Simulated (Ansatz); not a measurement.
**What moves the field gradients of Sc5Si6Pd4?**

Cell of run 1: a refined structure from the COD.

```cif
data_Sc5Si6Pd4
_symmetry_space_group_name_H-M 'Immm'
_symmetry_Int_Tables_number 71
_cell_length_a 3.9767
_cell_length_b 9.4598
_cell_length_c 13.1590
_cell_angle_alpha 90.000
_cell_angle_beta 90.000
_cell_angle_gamma 90.000
loop_
_atom_site_label
_atom_site_type_symbol
_atom_site_symmetry_multiplicity
_atom_site_Wyckoff_symbol
_atom_site_fract_x
_atom_site_fract_y
_atom_site_fract_z
Sc1 Sc 2 a 0.0000 0.0000 0.0000
Sc2 Sc 4 i 0.0000 0.0000 0.2725
Sc4 Sc 4 h 0.0000 0.1719 0.5000
Si6 Si 8 l 0.0000 0.3763 0.3536
Si10 Si 4 j 0.5000 0.0000 0.4111
Pd Pd 8 l 0.0000 0.2673 0.1684
```

One atom of each set is listed; the run and its k-mesh use a cell of 15 atoms with edges of 8.34, 8.34, 8.34 Å.

Relaxed positions (PBE, cell held):

Sc1 (0.0000, 0.0000, 0.0000)
Sc2 (0.0000, 0.0000, 0.2722)
Sc4 (0.0000, 0.1707, 0.5000)
Si6 (0.0000, 0.3763, 0.3541)
Si10 (0.5000, 0.0000, 0.4112)
Pd (0.0000, 0.2674, 0.1684)

All runs are DFT with Ansatz 0.2.0 (plane waves and PAW, scalar-relativistic unless spin–orbit coupling is named, Γ-centred meshes, Fermi–Dirac smearing where given) in this cell.

Run 1: PBE, atoms as given; 420 eV, 9×9×9 k-points, smearing 0.05 eV.
Run 2: PBE, atoms relaxed; 420 eV, 9×9×9 k-points, smearing 0.05 eV.
Run 3: r2SCAN, at the relaxed atoms; 500 eV, 9×9×9 k-points, smearing 0.05 eV.

```tsv
run	Sc1 V_zz (η)	Sc2 V_zz (η)	Si10 V_zz (η)	Pd V_zz (η)
1	-1.71 (0.82)	0.19 (0.86)	1.34 (0.39)	5.35 (0.47)
2	?	?	?	?
3	-1.79 (0.79)	0.39 (0.05)	1.47 (0.44)	5.70 (0.51)
```

V_zz in 10²¹ V/m²; 4 of the 6 sets of like atoms are followed.

(1) Estimate the row of run 2.

Results:

(1) Sc1: -1.70 (0.87); Sc2: 0.17 (0.97); Si10: 1.38 (0.37); Pd: 5.35 (0.48). It lies nearest to run 1, from whose tensors on these sites it differs by 0.05 at most (largest principal value of the difference, on Si10). Taken one at a time, the functional (r2SCAN with its higher cutoff) moves the tensors on these sites by up to 0.46 (largest principal value of the change, on Pd), the positions of the atoms (as given or relaxed) by 0.05 (Si10).

Without spin–orbit coupling (the program notes it for Pd) the gradients can shift somewhat, as the gap is small. With these PAW files V_zz is typically within 2 to 3 % of all-electron values, but misses above 10 % occur on Pd. In runs 1, 2, 3 there is no gap above 0.1 eV, so the gradients can move by 10 % or more with the k-mesh.
